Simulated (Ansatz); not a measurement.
MoN2:
```cif
data_Mo2N4
_chemical_formula_sum 'Mo2 N4'
_space_group_name_H-M_alt 'P4/mbm'
_space_group_IT_number 127
_space_group_name_Hall '-P 4 2ab'
_cell_length_a 4.33450
_cell_length_b 4.33450
_cell_length_c 2.75054
_cell_angle_alpha 90.000
_cell_angle_beta 90.000
_cell_angle_gamma 90.000
loop_
_atom_site_label
_atom_site_type_symbol
_atom_site_symmetry_multiplicity
_atom_site_Wyckoff_symbol
_atom_site_fract_x
_atom_site_fract_y
_atom_site_fract_z
_atom_site_occupancy
Mo1 Mo 2 a 0.00000 0.00000 0.00000 1
N1 N 4 h 0.38794 0.11206 0.50000 1
```

Relaxed at zero pressure with the program Ansatz at the PBE level (PAW).

Q: The volume is lowered by 6 % and shape and atoms relax at that volume. What pressure results, and how do the axes share the change?

A: 24.0 GPa; a -2.1 %, b -2.1 %, c -1.9 %; the energy rises by 37 meV/atom.

Q: Give the new structure.

A: 
Space group P4/mbm (No. 127); a = b = 4.2434 Å, c = 2.6977 Å, α = β = γ = 90.00°

```json
[
 {"atom": "Mo", "site": "2a", "symmetry": "4/m..", "x": "0.0000", "y": "0.0000", "z": "0.0000"},
 {"atom": "N", "site": "4h", "symmetry": "m.2m", "x": "0.3865", "y": "0.1135", "z": "0.5000"}
]
```

The phase is kept; no other phase was compared at this pressure.

The first step of the workflow began from a Materials Project structure, measured or hypothetical; the Crystallography Open Database copy checked does not list it. Whether it is the stable phase at ambient conditions was not checked. The PBE relaxation kept the symmetry of its start; whether a distortion lowers the energy is not shown. The run is not spin-polarised.

Potentials: the later of the program's two PAW sets.
